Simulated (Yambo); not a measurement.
**Optical response of NH$_{4}$Br**

```xyz
12
Lattice="5.7149 0.0000 0.0000 0.0000 5.7149 0.0000 0.0000 0.0000 4.1067" Properties=species:S:1:pos:R:3 pbc="T T T"
H      0.0000     4.8702     3.5102
H      3.7021     2.8574     3.5102
H      0.0000     0.8447     3.5102
H      2.0128     2.8574     3.5102
H      2.8574     3.7021     0.5965
H      0.8447     0.0000     0.5965
H      2.8574     2.0128     0.5965
H      4.8702     0.0000     0.5965
N      0.0000     0.0000     0.0000
N      2.8574     2.8574     0.0000
Br     0.0000     2.8574     2.2245
Br     2.8574     0.0000     1.8822
```

Yambo, RPA with local fields on PBEsol bands shifted by a G0W0 scissor of 2.42 eV; 4×4×6 mesh, 93 bands, 3 Ry local-field block, 0.2 eV broadening; field along x.

```json
[
 {"E (eV)": "0.0", "Im ε": "0.00", "Re ε": "2.52", "Im ε, independent particles": "0.00"},
 {"E (eV)": "0.4", "Im ε": "0.00", "Re ε": "2.52", "Im ε, independent particles": "0.00"},
 {"E (eV)": "0.8", "Im ε": "0.00", "Re ε": "2.53", "Im ε, independent particles": "0.00"},
 {"E (eV)": "1.1", "Im ε": "0.01", "Re ε": "2.54", "Im ε, independent particles": "0.01"},
 {"E (eV)": "1.5", "Im ε": "0.01", "Re ε": "2.55", "Im ε, independent particles": "0.01"},
 {"E (eV)": "1.9", "Im ε": "0.01", "Re ε": "2.56", "Im ε, independent particles": "0.01"},
 {"E (eV)": "2.2", "Im ε": "0.01", "Re ε": "2.58", "Im ε, independent particles": "0.01"},
 {"E (eV)": "2.6", "Im ε": "0.01", "Re ε": "2.61", "Im ε, independent particles": "0.02"},
 {"E (eV)": "3.0", "Im ε": "0.02", "Re ε": "2.64", "Im ε, independent particles": "0.02"},
 {"E (eV)": "3.4", "Im ε": "0.02", "Re ε": "2.67", "Im ε, independent particles": "0.03"},
 {"E (eV)": "3.8", "Im ε": "0.02", "Re ε": "2.71", "Im ε, independent particles": "0.03"},
 {"E (eV)": "4.1", "Im ε": "0.03", "Re ε": "2.76", "Im ε, independent particles": "0.04"},
 {"E (eV)": "4.5", "Im ε": "0.03", "Re ε": "2.82", "Im ε, independent particles": "0.04"},
 {"E (eV)": "4.9", "Im ε": "0.04", "Re ε": "2.89", "Im ε, independent particles": "0.05"},
 {"E (eV)": "5.2", "Im ε": "0.05", "Re ε": "2.98", "Im ε, independent particles": "0.07"},
 {"E (eV)": "5.6", "Im ε": "0.07", "Re ε": "3.09", "Im ε, independent particles": "0.09"},
 {"E (eV)": "6.0", "Im ε": "0.10", "Re ε": "3.24", "Im ε, independent particles": "0.12"},
 {"E (eV)": "6.4", "Im ε": "0.17", "Re ε": "3.45", "Im ε, independent particles": "0.20"},
 {"E (eV)": "6.8", "Im ε": "0.40", "Re ε": "3.52", "Im ε, independent particles": "0.44"},
 {"E (eV)": "7.1", "Im ε": "0.45", "Re ε": "3.83", "Im ε, independent particles": "0.52"},
 {"E (eV)": "7.5", "Im ε": "0.76", "Re ε": "3.91", "Im ε, independent particles": "0.87"},
 {"E (eV)": "7.9", "Im ε": "1.14", "Re ε": "4.26", "Im ε, independent particles": "1.35"},
 {"E (eV)": "8.2", "Im ε": "1.53", "Re ε": "3.76", "Im ε, independent particles": "1.83"},
 {"E (eV)": "8.6", "Im ε": "1.47", "Re ε": "4.22", "Im ε, independent particles": "1.97"},
 {"E (eV)": "9.0", "Im ε": "2.55", "Re ε": "4.51", "Im ε, independent particles": "3.71"},
 {"E (eV)": "9.4", "Im ε": "3.32", "Re ε": "3.55", "Im ε, independent particles": "4.95"},
 {"E (eV)": "9.8", "Im ε": "3.51", "Re ε": "2.90", "Im ε, independent particles": "5.21"},
 {"E (eV)": "10.1", "Im ε": "3.04", "Re ε": "1.98", "Im ε, independent particles": "4.47"},
 {"E (eV)": "10.5", "Im ε": "2.88", "Re ε": "1.96", "Im ε, independent particles": "4.47"},
 {"E (eV)": "10.9", "Im ε": "2.53", "Re ε": "1.96", "Im ε, independent particles": "4.30"},
 {"E (eV)": "11.2", "Im ε": "2.38", "Re ε": "2.50", "Im ε, independent particles": "5.30"},
 {"E (eV)": "11.6", "Im ε": "3.30", "Re ε": "2.52", "Im ε, independent particles": "5.36"},
 {"E (eV)": "12.0", "Im ε": "4.31", "Re ε": "2.00", "Im ε, independent particles": "4.13"},
 {"E (eV)": "12.4", "Im ε": "4.17", "Re ε": "0.39", "Im ε, independent particles": "2.55"},
 {"E (eV)": "12.8", "Im ε": "3.53", "Re ε": "-0.52", "Im ε, independent particles": "1.81"},
 {"E (eV)": "13.1", "Im ε": "2.50", "Re ε": "-0.70", "Im ε, independent particles": "1.26"},
 {"E (eV)": "13.5", "Im ε": "2.01", "Re ε": "-0.59", "Im ε, independent particles": "1.14"},
 {"E (eV)": "13.9", "Im ε": "1.43", "Re ε": "-0.57", "Im ε, independent particles": "0.91"},
 {"E (eV)": "14.2", "Im ε": "0.96", "Re ε": "-0.10", "Im ε, independent particles": "0.73"},
 {"E (eV)": "14.6", "Im ε": "0.88", "Re ε": "0.14", "Im ε, independent particles": "0.78"},
 {"E (eV)": "15.0", "Im ε": "0.80", "Re ε": "0.42", "Im ε, independent particles": "0.74"},
 {"E (eV)": "15.4", "Im ε": "0.96", "Re ε": "0.60", "Im ε, independent particles": "0.95"},
 {"E (eV)": "15.8", "Im ε": "0.91", "Re ε": "0.71", "Im ε, independent particles": "1.06"},
 {"E (eV)": "16.1", "Im ε": "1.07", "Re ε": "0.63", "Im ε, independent particles": "1.36"},
 {"E (eV)": "16.5", "Im ε": "1.04", "Re ε": "0.59", "Im ε, independent particles": "1.44"},
 {"E (eV)": "16.9", "Im ε": "0.85", "Re ε": "0.58", "Im ε, independent particles": "1.28"},
 {"E (eV)": "17.2", "Im ε": "0.85", "Re ε": "0.74", "Im ε, independent particles": "1.50"},
 {"E (eV)": "17.6", "Im ε": "0.91", "Re ε": "0.76", "Im ε, independent particles": "1.77"},
 {"E (eV)": "18.0", "Im ε": "0.93", "Re ε": "0.86", "Im ε, independent particles": "1.94"},
 {"E (eV)": "18.4", "Im ε": "1.04", "Re ε": "0.74", "Im ε, independent particles": "2.00"},
 {"E (eV)": "18.8", "Im ε": "0.97", "Re ε": "0.76", "Im ε, independent particles": "1.88"},
 {"E (eV)": "19.1", "Im ε": "1.08", "Re ε": "0.75", "Im ε, independent particles": "2.12"},
 {"E (eV)": "19.5", "Im ε": "1.04", "Re ε": "0.77", "Im ε, independent particles": "1.86"},
 {"E (eV)": "19.9", "Im ε": "1.20", "Re ε": "0.66", "Im ε, independent particles": "1.41"}
]
```

Structure narrower than a few tenths of an eV can come from the finite k mesh. Convergence of the RPA response with its 4×4×6 mesh was not tested. The scissor comes from a G0W0 run whose convergence isn't established. No excitonic effects at this level.

Spin-orbit coupling is not included.

Geometry of the Materials Project entry, not relaxed at this level.

The distance between layers or molecules is the database entry's, not relaxed here. Functionals without dispersion can leave it too large, which widens gaps and weakens the response across layers: the numbers belong to this cell.
